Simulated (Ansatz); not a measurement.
Relaxed Sn (beta-Sn type, space group I4_1/amd):

```
Sn
1.0
   -2.97355     2.97355     1.60610
    2.97355    -2.97355     1.60610
    2.97355     2.97355    -1.60610
Sn
2
Direct
  0.75000   0.25000   0.50000
  0.00000   0.00000   0.00000
```

In each cell atom 1 (Sn, nearest neighbour Sn at 3.080 Å; its periodic images, 3.2 Å or more away, move with it) moves by s·(0.000, 0.000, 1.000) (along Cartesian z), the rest being held.

These are PBE (plane waves to 420 eV, PAW, scalar-relativistic; Ansatz, a first-principles code) values and carry that method's errors. k mesh 13×13×13 (Γ-centred), Fermi-Dirac smearing 0.05 eV. With partly filled bands, energies and forces of such displacements shift with the k mesh and the smearing. F∥ is the force on the atom along that direction. Sn was relaxed with its symmetry unable to fall. The PAW data are Ansatz's earlier set. 

| s (Å) | F∥ (eV/Å) |
|---|---|
| -0.620 | 0.051 |
| -0.496 | 0.079 |
| -0.372 | 0.097 |
| -0.248 | 0.080 |
| -0.124 | 0.044 |
| 0.000 | 0.000 |
| 0.124 | -0.044 |
| 0.248 | -0.080 |
| 0.372 | -0.097 |
| 0.496 | -0.079 |
| 0.620 | -0.051 |

What is the force constant k = d²E/ds² of this move at s = 0?

0.37 eV/Å². The forces along the line at the two nearest points give (0.044 − (-0.044)) / (2·0.124) = 0.35 eV/Å²; the next pair corrects for the finite step.

With two atoms in the cell this is the zone-centre optical mode. What wavenumber follows?

41 cm⁻¹. Reduced mass μ = 59.35 u; ν̃ = 521.5·√(k/μ) with k = 0.37 eV/Å².

(For displaced atoms, the force is minus the slope of the energy, and its curvature is a force constant, which sets phonon frequencies.)
